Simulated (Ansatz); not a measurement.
**Structures of BiP₂: which is lowest?**

Plane-wave DFT in Ansatz with scalar-relativistic PAW potentials, cutoff 420 eV, Γ-centred meshes chosen by cell and gap, Gaussian smearing with energies taken to zero width. Every cell was relaxed (cell and atoms) in a run of its own, within the symmetry of its start. Functional: PBE.

Relaxed structures (starts from databases or built by putting these elements on another compound's sites):
A. Fm-3m, 3 atoms in the computed cell, a = 6.725 Å; sites (symmetry × multiplicity) Bi m-3m × 4, P -43m × 8; start: built
B. I-42d, 6 atoms in the computed cell, a = 4.360 Å, c = 15.715 Å; sites (symmetry × multiplicity) Bi -4.. × 4, P .2. × 8; start: built

Problem. Rank them by energy. Could pressure change the order?

Solution.
| structure | group | E − E(lowest) (meV/atom) | V (Å³/atom) | gap on mesh (eV) |
| --- | --- | --- | --- | --- |
| B | I-42d | 0.0 | 24.90 | 0.00 |
| A | Fm-3m | 441 | 25.35 | 0.00 |

B is lowest, 441 meV/atom under A. The lowest is also the densest of these, so pressure wouldn't bring one of the others in at first order. Other structures may lie lower than all of these, and vibrations aren't counted.

Spin-orbit coupling is left out, which matters for the bands of heavy elements. For Tl, Pb and Bi spin-orbit coupling shifts energies too.